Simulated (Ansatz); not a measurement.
ZnO:
```
CELL_PARAMETERS angstrom
      3.27987     0.00000     0.00000
     -1.63993     2.84045     0.00000
      0.00000     0.00000     5.29434
ATOMIC_POSITIONS crystal
  Zn 0.66667 0.33333 0.50065
  Zn 0.33333 0.66667 0.00065
  O  0.66667 0.33333 0.87966
  O  0.33333 0.66667 0.37966
```

Relaxed with PBE. Special points in fractions of this cell's reciprocal vectors: Γ (0.000, 0.000, 0.000); M (0.500, 0.000, 0.000); K (0.333, 0.333, 0.000); A (0.000, 0.000, 0.500); L (0.500, 0.000, 0.500); H (0.333, 0.333, 0.500).

**Question.** List the band energies nearest the valence-band maximum at these points for DFT-PBE in the program Ansatz with PAW potentials.

**Answer.** In eV from the valence-band maximum; about four levels below and three above (degenerate sets whole), none deeper than 8.9 eV; points with the same levels are listed once.

| k | below | above |
|---|---|---|
| Γ | -0.75 -0.75 -0.08 0.00 0.00 | 0.74 5.11 8.07 |
| M | -2.72 -2.14 -1.23 -0.79 | 5.63 6.84 7.54 |
| K | -3.47 -3.47 -1.84 -1.84 -1.65 | 7.49 7.49 7.68 |
| A | -0.37 -0.37 -0.37 -0.37 | 3.37 3.37 9.92 9.92 |
| L | -1.43 -1.43 -1.32 -1.32 | 5.66 5.66 8.23 8.23 |
| H | -2.58 -2.58 -1.19 -1.19 | 7.80 7.80 7.96 7.96 |

Space group P6_3mc (wurtzite). The PBE relaxation kept the symmetry of its start.

Potentials: the earlier of the program's two PAW sets.
